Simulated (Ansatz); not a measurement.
# Perovskite alloy of SrTiO3 and SrZrO3 (15 of 27 Ti sites exchanged), 135 atoms

Ansatz, PAW, plane waves. PBEsol relaxation of volume and atoms (shape held) at the single k point (½, ½, ½); single points on the relaxed atoms at the Γ point alone, onto which points of the small cell's zone fold. Arrangement: quasirandom. No spin–orbit coupling unless named.

Relaxed cell: a = 12.042 Å, b = 12.042 Å, c = 12.042 Å, α = 90.00°, β = 90.00°, γ = 90.00°.

Mean bond lengths: O–Sr 2.785 Å; O–Ti 1.969 Å; O–Zr 2.067 Å.

Task: What gap lies between the top filled and the lowest empty level in the single points?

Result: HSE06 3.98 eV (91 s on NVIDIA GB300).
